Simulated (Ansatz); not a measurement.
Independent-particle absorption of BaPbO₃ (Imma, a = 6.022 Å, b = 8.514 Å, c = 6.111 Å, α = 90.00°, β = 90.00°, γ = 90.00°), no local fields or excitons, 0.1 eV broadening. Method: Ansatz 0.2.0, DFT PBEsol, scalar-relativistic, plane waves, PAW.

Plane waves to 420 eV, a k mesh through Γ of 8×8×8 on the computed 10-atom cell and Gaussian smearing (0.01 eV); no spin polarisation. The spectrum is summed on a 12×12×12 mesh.

```xyz
10
Lattice="-3.0108 4.2570 3.0556 3.0108 -4.2570 3.0556 3.0108 4.2570 -3.0556" Properties=species:S:1:pos:R:3 pbc="T T T"
Ba    3.0108   -2.1285    3.0126
Ba    0.0000    6.3855    0.0430
Pb    0.0000    0.0000    3.0556
Pb    3.0108    0.0000    0.0000
O     1.5054   -0.3638    1.5278
O    -1.5054    4.6208    1.5278
O     1.5054    4.6208    1.5278
O     1.5054    3.8932   -1.5278
O     0.0000    2.1285    2.6036
O     3.0108    2.1285    0.4520
```

(photon energy (eV), ε2,xx): (0.0, 0.00), (0.4, 0.04), (0.8, 2.79), (1.2, 3.87), (1.6, 3.53), (2.0, 2.94), (2.4, 2.52), (2.8, 3.45), (3.2, 2.78), (3.6, 2.93), (4.0, 3.51), (4.4, 5.00), (4.8, 3.87), (5.2, 3.02), (5.6, 3.08), (6.0, 3.11), (6.4, 3.91), (6.8, 4.78), (7.2, 4.29), (7.6, 4.15), (8.0, 3.67), (8.4, 3.49), (8.8, 3.80), (9.2, 3.11), (9.6, 2.96), (10.0, 2.93), (10.4, 3.22), (10.8, 4.18), (11.2, 3.52), (11.6, 2.66), (12.0, 2.08), (12.4, 1.51), (12.8, 1.61), (13.2, 1.25), (13.6, 0.92), (14.0, 1.24)

The strongest peak lies near 4.2 eV. ε∞ (xx, yy, zz) = 8.2, 8.4, 8.6.

Cost: 1 run of about 18 core-minutes, on Oxide Virtual Turin-like Processor (Zen 5) (shared hosts).